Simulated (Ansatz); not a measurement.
**How the vibrations of BN change with volume**

Level of theory: DFT LDA, scalar-relativistic, plane waves, PAW (Ansatz 0.2.0). Settings: 420 eV plane-wave cutoff, Γ-centred 12×12×12 mesh, fixed occupations. No spin polarisation. Phonons by linear response, acoustic sum rule imposed.

Relaxed structure:
```cif
data_structure
_symmetry_space_group_name_H-M 'F-43m'
_symmetry_Int_Tables_number 216
_cell_length_a 3.5805
_cell_length_b 3.5805
_cell_length_c 3.5805
_cell_angle_alpha 90.000
_cell_angle_beta 90.000
_cell_angle_gamma 90.000
_cell_volume 45.90
loop_
_atom_site_label
_atom_site_type_symbol
_atom_site_symmetry_multiplicity
_atom_site_Wyckoff_symbol
_atom_site_fract_x
_atom_site_fract_y
_atom_site_fract_z
_atom_site_occupancy
B1 B 4 a 0.00000 0.00000 0.00000 1
N1 N 4 c 0.25000 0.25000 0.25000 1
```

Cells at 0.98 and 1.02 times the equilibrium volume were relaxed in shape and atoms; γ = −d ln ν / d ln V, modes matched by rank.

Question: Give the optical frequencies at Γ without the LO field (cm⁻¹) at the three volumes and the mode Grüneisen parameters.

Answer:
| 0.98 V | V | 1.02 V | γ | degeneracy |
| --- | --- | --- | --- | --- |
| 1095 | 1068 | 1042 | 1.24 | 3 |

Question: What pressures hold the two strained cells, and what bulk modulus follows?

Answer: 8.42 GPa at 0.98 V and -7.69 GPa at 1.02 V, so B = −dP/d ln V ≈ 403 GPa.

Question: How does the gap respond?

Answer: It is 4.42, 4.39 and 4.37 eV at 0.98, 1 and 1.02 V: dE_g/d ln V = -1.1 eV.

Question: And the dielectric constants (a third of the trace)?

Answer: ε∞: 4.55, 4.57, 4.58; ε0: 6.6, 6.7, 6.8, in order of rising volume.